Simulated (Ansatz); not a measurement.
B:
Space group Cmce (No. 64); a = 2.938 Å, b = 5.325 Å, c = 3.263 Å, α = 90.00°, β = 90.00°, γ = 90.00°

| atom | site | symmetry | x | y | z |
|---|---|---|---|---|---|
| B | 8f | m.. | 0.0000 | 0.3441 | 0.4099 |
(The calculation used a cell of 4 atoms; values per cell refer to that cell.)

Relaxed at zero pressure with PBE in the plane-wave PAW code Ansatz.

The volume is lowered by 9 % and shape and atoms relax at that volume. What pressure results, and how do the axes share the change?

29.3 GPa; a -3.0 %, b -3.0 %, c -3.2 %; the energy rises by 49 meV/atom.

Give the new structure.


Space group Cmce (No. 64); a = 2.8490 Å, b = 5.1639 Å, c = 3.1573 Å, α = β = γ = 90.00°

```json
[
 {"atom": "B", "site": "8f", "symmetry": "m..", "x": "0.0000", "y": "0.3435", "z": "0.4109"}
]
```

The phase is kept; no other phase was compared at this pressure.

The start of the workflow was typed in or built on a structure type; neither database checked (COD, Materials Project) lists it. It is not the phase usual at ambient conditions (space group No. 166). The PBE relaxation kept the symmetry of its start; its stability against distortions is not shown here.

Potentials: the earlier of the program's two PAW sets.
